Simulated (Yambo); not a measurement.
## SiO2: lowest vertical excitons

```
CELL_PARAMETERS angstrom
      3.97557     2.29530     2.61654
     -3.97557     2.29530     2.61654
      0.00000    -4.59059     2.61654
ATOMIC_POSITIONS crystal
  O  0.30949 0.69051 0.50000
  O  0.50000 0.30949 0.69051
  O  0.69051 0.50000 0.30949
  O  0.00000 0.33352 0.66648
  O  0.66648 0.00000 0.33352
  O  0.33352 0.66649 0.00000
  Si 0.71567 0.28433 0.50000
  Si 0.50000 0.71567 0.28433
  Si 0.28433 0.50000 0.71567
```

The geometry is that of Materials Project entry mp-546546, symmetrised and not relaxed again.

BSE in Yambo on PBEsol (pw.x of Quantum ESPRESSO, ONCV potentials, no spin-orbit coupling) bands: 6×6×6 mesh, 11 valence and 3 conduction bands, static screening with 76 bands and a 3 Ry block, scissor 3.01 eV, Tamm-Dancoff; field along x.

| state | energy (eV) | states within 2 meV | relative strength | class | main transitions |
|---|---|---|---|---|---|
| 1 | 7.54 | 1 | < 0.01 | dark | VB → CB (74 %) |
| 2 | 7.71 | 2 | 0.01 | weak | several band pairs |
| 3 | 8.16 | 2 | 1.00 | strong | several band pairs |
| 4 | 8.31 | 1 | < 0.01 | dark | VB → CB (95 %) |
| 5 | 8.37 | 1 | < 0.01 | dark | VB → CB (61 %) |
| 6 | 8.45 | 2 | 0.06 | weak | VB → CB (88 %) |
| 7 | 8.57 | 1 | < 0.01 | dark | several band pairs |
| 8 | 8.58 | 2 | 0.02 | weak | VB → CB (60 %) |

These are vertical excitations (zero momentum). The direct quasiparticle gap on this mesh is 8.79 eV; counted from there, state 1 is bound by 1.24 eV. Convergence with the mesh was not shown.

Spin singlets only. Strengths are relative to the strongest of the lowest states of this run; strong means a line over 3 % of the spectrum's maximum, dark under 0.03 %. Absolute energies carry the error of the G0W0 scissor, whose convergence isn't established; the long-wavelength screening was taken along (1,1,1) although the crystal is anisotropic.

This is not the ordinary phase of the substance; no match was found in the copy of COD used, and its stability was not checked.
